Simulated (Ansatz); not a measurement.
**Is this Zn₅O₃ structure a true minimum?**

It was reached by relaxing an invented guess, and it needn't be the stable form of this composition.

Computed with DFT PBE, scalar-relativistic, plane waves, PAW in Ansatz. Plane waves to 420 eV, a k mesh through Γ of 12×12×4 on the computed 8-atom cell and Gaussian smearing (0.10 eV); no spin polarisation.

The cell below (8 atoms, space group P3m1 (No. 156)) is relaxed within its symmetry.

```cif
data_structure
_symmetry_space_group_name_H-M 'P 1'
_symmetry_Int_Tables_number 1
_cell_length_a 3.2062
_cell_length_b 3.2062
_cell_length_c 12.1879
_cell_angle_alpha 90.000
_cell_angle_beta 90.000
_cell_angle_gamma 120.000
_cell_volume 108.51
loop_
_atom_site_label
_atom_site_type_symbol
_atom_site_fract_x
_atom_site_fract_y
_atom_site_fract_z
_atom_site_occupancy
Zn1 Zn 0.00000 0.00000 0.43373 1
Zn2 Zn 0.33333 0.66667 0.66195 1
Zn3 Zn 0.33333 0.66667 0.21140 1
Zn4 Zn 0.00000 0.00000 0.98939 1
Zn5 Zn 0.66667 0.33333 0.83591 1
O1 O 0.33333 0.66667 0.37263 1
O2 O 0.00000 0.00000 0.59502 1
O3 O 0.00000 0.00000 0.15097 1
```

For the test it was strained at random (σ = 1.5 % a component), the atoms were moved at random (σ = 0.15 Å), and all was relaxed again on a coarse 6×6×2 mesh (in the run’s order of axes) with 0.20 eV smearing, with no symmetry imposed.

Q: Does it come back?

A: It returns, within 2 meV/atom of the unmoved cell on that mesh and with the same symmetry when read at 0.1 Å (P1 at 0.01 Å, so small strains and shifts remain). No instability shows in this cell; modes of other wave vectors, which need another repeat, aren't tested.
